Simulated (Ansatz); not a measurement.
Here is the system:

TiSi₂:
```yaml
crystal:
  lattice:
    - [1.74297, -6.62794, 0.00000]
    - [1.74297, 6.62794, 0.00000]
    - [0.00000, 0.00000, 3.53200]
  atoms:
    - { symbol: Ti, position: [0.89752, 0.10248, 0.75000] }
    - { symbol: Ti, position: [0.10248, 0.89752, 0.25000] }
    - { symbol: Si, position: [0.55986, 0.44014, 0.75000] }
    - { symbol: Si, position: [0.44014, 0.55986, 0.25000] }
    - { symbol: Si, position: [0.24959, 0.75041, 0.75000] }
    - { symbol: Si, position: [0.75041, 0.24959, 0.25000] }
```

This is the LDA-relaxed structure.

### Question
All from plane-wave PAW LDA (Ansatz code), unless another level is named. Predict the electronic character.

### Answer
metallic (no gap).

### Question
And the formation energy from the elements (no fitted shifts)?

### Answer
-672 meV/atom.

### Question
Give the density of states at the Fermi level.

### Answer
0.25 states/eV per atom (mean over ±0.08 eV).

Space group Cmcm. Symmetry was held in the LDA relaxation. No spin polarisation was allowed. The references are the lowest solids computed at this level, not always the standard phases.

Potentials: the earlier of the program's two PAW sets. The files were generated under PBE; for other functionals the program regenerates the frozen cores, and for LDA and PBEsol the local potential too.
